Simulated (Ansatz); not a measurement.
## Phonon spectrum of ScAl at 1.02 times its equilibrium volume

Level of theory: DFT LDA, scalar-relativistic, plane waves, PAW (Ansatz). Settings: 420 eV plane-wave cutoff, Γ-centred 12×12×12 mesh, Fermi-Dirac smearing of 0.15 eV. No spin polarisation. Phonons by linear response, acoustic sum rule imposed.

The cell, relaxed in shape and atoms at 1.02 times its equilibrium volume:
```
Sc Al
1.0
     3.33230    0.00000    0.00000
     0.00000    3.33230    0.00000
     0.00000    0.00000    3.33230
Sc Al
1 1
Direct
  0.50000 0.50000 0.50000
  0.00000 0.00000 0.00000
```

In a metal, frequencies and elastic constants depend on the k mesh and the smearing, soft modes and shear constants most. The q mesh is coarse, so values between its points are rough.

Force constants from linear response on a 2×2×2 q mesh.

Task: Is the structure dynamically stable on the q mesh?

Result: Yes, on this mesh: no mode is imaginary.

Task: Give the frequencies (cm⁻¹) at the points of high symmetry.

Result:
```tsv
point	q	frequencies
X	0.000 0.500 0.000	184 184 236 238 243 243
M	0.500 0.500 0.000	50 50 167 260 340 340
R	0.500 0.500 0.500	229 229 229 271 271 271
```

Whether ScAl exists in this form wasn't checked.

Cost: 1 run of about 1.9 core-minutes, on Oxide Virtual Turin-like Processor (Zen 5) (shared hosts).